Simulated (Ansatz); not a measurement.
## SnC₂S₂N₂: what each run costs

Cell: 14 atoms, space group P-1, a = 4.879 Å, b = 5.669 Å, c = 10.184 Å, α = 100.37°, β = 97.32°, γ = 93.22°.

All runs are DFT with Ansatz 0.2.0 on 1 thread of Arm Neoverse V2 (aarch64; 8 cores open to the job, memory cap 3.0 GiB, no GPU), a shared host.

Q: Rank the runs by wall time, shortest first.
A. relaxation of the ions, PBE, 420 eV, 6×5×3 k-points, smearing 0.02 eV
B. single point, PBE, 420 eV, 6×5×3 k-points, smearing 0.02 eV
C. single point at relaxed positions, r2SCAN, 500 eV, 6×5×3 k-points, smearing 0.02 eV

A: B (54 s, 0.85 GiB), C (1.8 min, 1.3 GiB), A (3.7 min, 0.9 GiB).
